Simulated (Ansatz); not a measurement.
NaCl:
```xyz
2
Lattice="0.0000 2.8010 2.8010 2.8010 0.0000 2.8010 2.8010 2.8010 0.0000" Properties=species:S:1:pos:R:3 pbc="T T T"
Na     0.0000     0.0000     0.0000
Cl     2.8010     2.8010     2.8010
```

Relaxed with PBEsol. Special points in fractions of this cell's reciprocal vectors: Γ (0.000, 0.000, 0.000); X (0.500, 0.000, 0.500); U (0.625, 0.250, 0.625); K (0.375, 0.375, 0.750); L (0.500, 0.500, 0.500); W (0.500, 0.250, 0.750).

**Question.** List the band energies nearest the valence-band maximum at these points for the program Ansatz at the PBEsol level (PAW).

**Answer.** In eV from the valence-band maximum; about four levels below and three above (degenerate sets whole), none deeper than 8.9 eV; points with the same levels are listed once.

```csv
k,below,above
Γ,0.00 0.00 0.00,5.01 10.91 10.91 10.91
X,-1.76 -0.63 -0.63,7.47 7.83 11.27
U,-1.49 -1.18 -0.52,8.11 8.93 10.45
L,-2.03 -0.28 -0.28,7.10 10.66 10.81 10.81
W,-1.26 -1.26 -0.80,8.80 9.54 9.54
```

Space group Fm-3m (rock salt). The PBEsol relaxation kept the symmetry of its start.

Potentials: the earlier of the program's two PAW sets. The files were generated under PBE; for other functionals the program regenerates the frozen cores, and for LDA and PBEsol the local potential too.
